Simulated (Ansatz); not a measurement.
Nb$_{3}$Ir (A15 (Cr3Si type), Pm-3n) under volume change, r²SCAN (plane waves, PAW; program Ansatz), scaled uniformly.

```
V (Å³/atom)  E − E(relaxed) (meV/atom)  P (GPa)
-----------  -------------------------  -------
15.536                           118.4    26.73
16.049                               …        …
16.561                            11.8     7.59
17.073                             0.0     0.00
17.585                            10.6    -6.49
18.097                               …        …
18.609                            86.8   -16.79
```

What belongs in the gaps?


- 16.049, E − E(relaxed) (meV/atom): 49.8
- 16.049, P (GPa): 16.44
- 18.097, E − E(relaxed) (meV/atom): 40.5
- 18.097, P (GPa): -12.05

What does a third-order Birch–Murnaghan fit give for V₀, B₀ and B′?

V₀ = 17.07 Å³/atom, B₀ = 233 GPa, B′ = 4.1.

The workflow started from a Materials Project entry (that database holds measured and hypothetical structures alike); the Crystallography Open Database files this formula in space group No. 223, but the cells were not matched. Whether it is the stable phase at ambient conditions was not checked. The r²SCAN relaxation kept the symmetry of its start; whether a distortion lowers the energy is not shown. The run is not spin-polarised. Scalar-relativistic: spin–orbit coupling is off unless named, which matters more the heavier the elements.

Potentials: the later of the program's two PAW sets.
